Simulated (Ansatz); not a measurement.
VGa3Co: settings compared (Ansatz)

The input file (Ansatz 0.2.0, plane waves):

```yaml
crystal:
  lattice:
    - [3.687809, 0.0, 0.0]
    - [1.843905, -10.64491, 0.0]
    - [0.0, 0.0, -3.615023]
  atoms:
    - { symbol: Co, position: [0.205, 0.59, 0.75] }
    - { symbol: Co, position: [0.795, 0.41, 0.25] }
    - { symbol: Ga, position: [0.653, 0.694, 0.75] }
    - { symbol: Ga, position: [0.347, 0.306, 0.25] }
    - { symbol: V, position: [0.928, 0.144, 0.75] }
    - { symbol: V, position: [0.072, 0.856, 0.25] }
    - { symbol: Ga, position: [0.326, 0.348, 0.75] }
    - { symbol: Ga, position: [0.674, 0.652, 0.25] }
    - { symbol: Ga, position: [0.525, 0.95, 0.75] }
    - { symbol: Ga, position: [0.475, 0.05, 0.25] }
  symmetry: { tolerance: 0.0003 }
kpoints:
  mp_grid: { grid: [5, 5, 5], shift: [0, 0, 0] }
magnetization:
  spin_polarized: false
scf:
  occupations: { method: fermi_dirac }
hamiltonian:
  pseudopotentials: { kind: paw }
  xc: r2scan
basis:
  ecutwfc: 500
output:
  forces: true
  stress: true
  eigenvalues: true
  write_density: true
  write_potential: true
  elf: true
  volumetric_format: npy
```

The command:

```bash
ansatz run input.yaml --threads 1 --pin off --max-ram 2560MiB --backend cpu --events-out ev --progress --plain --runs-dir out
```

Origin of the cell: a known structure type with other elements, at an estimated volume, so it need not be a known compound.

The smearing width isn't typed, so it takes its default of 0.1 eV.

Output of this run (shortened):

```
SCF iter   1: F=—  HF=-38824.605527 eV  Δρ=3.93e-2  dr2=3.71e0  dr2_τ=1.92e-1  defer=8
SCF iter   2: F=—  HF=-38825.767517 eV  Δρ=1.46e-1  dr2=5.23e1  dr2_τ=5.74e-1  defer=21  recentre
SCF iter   3: F=—  HF=-38824.751581 eV  Δρ=2.40e-2  dr2=1.04e0  dr2_τ=9.17e-3  defer=21
SCF iter   4: F=—  HF=-38824.717290 eV  Δρ=5.59e-3  dr2=7.58e-2  dr2_τ=1.89e-3  defer=22
SCF iter   5: F=—  HF=-38824.723450 eV  Δρ=6.49e-3  dr2=1.62e-1  dr2_τ=2.30e-3  defer=22
[… 4 lines left out …]
SCF iter  10: F=—  HF=-38824.720304 eV  Δρ=2.41e-4  dr2=1.51e-4  dr2_τ=1.42e-6  defer=22
SCF iter  11: F=—  HF=-38824.720308 eV  Δρ=1.33e-4  dr2=4.07e-5  dr2_τ=2.87e-7  defer=22
SCF iter  12: F=—  HF=-38824.720304 eV  Δρ=3.73e-5  dr2=2.31e-6  dr2_τ=3.13e-8  defer=22
SCF iter  13: F=—  HF=-38824.720304 eV  Δρ=1.66e-5  dr2=3.40e-7  dr2_τ=8.25e-9  defer=22
SCF iter  14: F=-38824.720304 eV  HF=-38824.720304 eV  Δρ=3.23e-6  dr2=1.46e-8  dr2_τ=4.74e-10
SCF 1 converged in 14 iterations: F = -38824.720304 eV  dr2 = 1.46e-8
SCF converged after 14 iterations
Free energy (F): -38824.720304 eV
Harris-Foulkes:  -38824.720304 eV  (|F-HF|=6.48e-10)
Internal energy: -38824.474990 eV  (E = F + TS)
E sigma→0 (E₀):  -38824.597647 eV
Entropy (-TS):   -0.245314 eV (-24.531 meV/atom)
Fermi energy:    14.118934 eV
--- Per-component energies (eV) ---
  E_band       = -1057.062456
  E_kinetic    = 2299.374313
  E_local      = -20333.867157  (includes V_loc(G=0)·N_el)
  E_nonlocal   = 3388.853596
  E_hartree    = 9329.819760
  E_xc         = -958.988546
  E_vxc        = -1209.524213  (∫ρ·V_xc dr)
  E_paw        = -17293.059030  (= ΣΔE_a)
  E_vpaw       = -3936.996874  (= ΣTr[D̂ρ^β])
  E_aug_tail   = 0.000194  (compensation charges beyond the density's cutoff)
  E_vtau       = 75.451713  (kinetic-family band-sum trace: ∫τ·v_τ [+ j·A + Jᵃ·Aᵃ] dr)
  E_ewald      = -15251.567726
  E_core_change = -5.040393  (= ΣΔE_core)
  E_smearing   = -0.245314  (= −TS)
  Σ components = -38824.720304   (vs F -38824.720304, Δ=0.00e0)
--- Forces (eV/Å), atoms counted from 1 ---
  atom   1  Co    -0.000000     2.361183    -0.000000
[… 4 lines left out …]
  atom   6  V     -0.000000     0.545957    -0.000000
  atom   7  Ga     0.000000    -6.376828     0.000000
  atom   8  Ga    -0.000000     6.376828    -0.000000
  atom   9  Ga    -0.000000     4.405279    -0.000000
  atom  10  Ga     0.000000    -4.405279     0.000000
  max |Σ_I F_I| component: 1.78e-15 eV/Å
--- Stress (GPa, compression-positive) ---
       -2.072289      -0.000000       0.000000
       -0.000000       0.717234      -0.000000
        0.000000      -0.000000      99.147623
  P = ⅓ Tr σ = 32.5975 GPa (325.975 kbar)
```

The same input was run again with these changes:

1. `scf.n_extra_bands` default → 32; `kpoints.mp_grid.grid` [5, 5, 5] → [4, 4, 4]
2. `kpoints.mp_grid.shift` [0, 0, 0] → [0.5, 0.5, 0.5]; `accuracy` default → high
3. `scf.initial_density.chi_scale` default → 0.1

```csv
run,end,SCF iterations,P (GPa),max force component (eV/Å),moment (μB),ΔE(σ→0) (meV/atom)
base,converged,14,32.60,8.609,–,0
1,converged,15,32.57,8.604,–,0.77
2,converged,18,32.55,8.602,–,-3.02
3,converged,18,32.60,8.609,–,0.00
```

Energies are compared only where functional, datasets, charge and starting cell are the same.

Caveats of the base run: no spin polarisation, so a magnetic state may lie lower; the given cell is far from equilibrium, with atoms too close or a volume far off; the k mesh is coarse if the cell is a metal.

Run 2: the k mesh keeps only part of the crystal's symmetry.

The base run took 82 s of wall time on 1 CPU thread(s) of a shared host, from the program's own first density.
